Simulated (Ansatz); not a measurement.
# Run times of several calculations on Ta₂SnO₇

Cell: 20 atoms, space group C2/c, a = 8.909 Å, b = 8.909 Å, c = 5.548 Å, α = 90.96°, β = 90.96°, γ = 31.69°.

All runs are DFT with Ansatz 0.2.0 on 2 threads of Arm Neoverse V2 (aarch64; 28 cores open to the job, memory cap 5.0 GiB, no GPU), a shared host.

(1) Rank the runs by wall time, shortest first.
A. relaxation of the ions, PBE, 420 eV, 5×5×5 k-points, smearing 0.02 eV
B. single point, PBE, 420 eV, 5×5×5 k-points, smearing 0.02 eV
C. single point at relaxed positions, r2SCAN, 500 eV, 5×5×5 k-points, smearing 0.02 eV

Answers

(1) B (44 s, 1.1 GiB), C (1.7 min, 2 GiB), A (4.3 min, 1.2 GiB).
